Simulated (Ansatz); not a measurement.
Step by step: Gd, relaxation of cell and atoms

Method: Ansatz 0.2.0, DFT, PBE, all-electron LAPW, scalar-relativistic.

Command: `ansatz run input.yaml --threads 1 --pin off --max-ram 3072MiB --backend cpu --events-out ev --progress --plain --runs-dir out` The run took about 110 s on 1 thread of a shared machine.

```yaml
crystal:
  lattice:
    - [3.7304835253, 0.0, 0.0]
    - [-1.8652417626, 3.2306935013, 0.0]
    - [0.0, 0.0, 5.9328641456]
  atoms:
    - { symbol: Gd, position: [0.3333333333, 0.6666666667, 0.25], spin: 7.0 }
    - { symbol: Gd, position: [0.6666666667, 0.3333333333, 0.75], spin: 7.0 }
magnetization:
  spin_polarized: true
kpoints:
  mp_grid: { grid: [10, 10, 6] }
scf:
  occupations: { method: fermi_dirac, width: 0.05 }
hamiltonian:
  xc: pbe
  pseudopotentials: { kind: all_electron, lapw: { basis_error: 0.001 } }
output:
  forces: true
  stress: true
relax:
  f_tol: 0.005
  max_steps: 80
  cell: {}
```

Where the f shell is localised, expect the real compound to differ from this run without U.

Spin–orbit coupling is left out, though it moves levels of the heavy atoms by tenths of an eV or more.

The run is spin-polarised from parallel moments and ends with 15.33 μB in the cell; other orders may lie lower.

The cell comes from COD entry 9010991, which wasn't checked; take it as a given geometry. The listed cell was then made from it by scaling, straining or moving an atom.

Each frame lists the cell vectors (Å), then Cartesian positions (Å); symmetry keeps all forces zero. Free energies count from the first step, -613386.5500 eV.

The walk took 4 evaluations in all; steps that aren't listed are left out.

Step 1: E = 0.0 meV, P = -1.86 GPa

```
cell 3.7305 0.0000 0.0000 -1.8652 3.2307 0.0000 0.0000 0.0000 5.9329
Gd    0.0000    2.1538    1.4832
Gd    1.8652    1.0769    4.4496
```

Step 2:

```
cell 3.6649 0.0000 0.0000 -1.8324 3.1739 0.0000 0.0000 0.0000 5.8520
Gd    0.0000    2.1159    1.4630
Gd    1.8324    1.0580    4.3890
```

**Question.** Give the energy, pressure of step 2.

**Answer.** E = -25.2 meV, P = -0.41 GPa
```
Gd    0.0000    2.1159    1.4630
Gd    1.8324    1.0580    4.3890
```

**Question.** How does the relaxation end?

**Answer.** It converges, with a = 3.647 Å, b = 3.647 Å, c = 5.831 Å, α = 90.00°, β = 90.00°, γ = 120.00° (conventional cell, space group P6_3/mmc). The last solve (on a basis chosen afresh for the final cell, so its energy is not quite comparable) gives E = -26.3 meV, P = 0.04 GPa:
```
cell 3.6470 0.0000 0.0000 -1.8235 3.1584 0.0000 0.0000 0.0000 5.8315
Gd    0.0000    2.1056    1.4579
Gd    1.8235    1.0528    4.3736
```
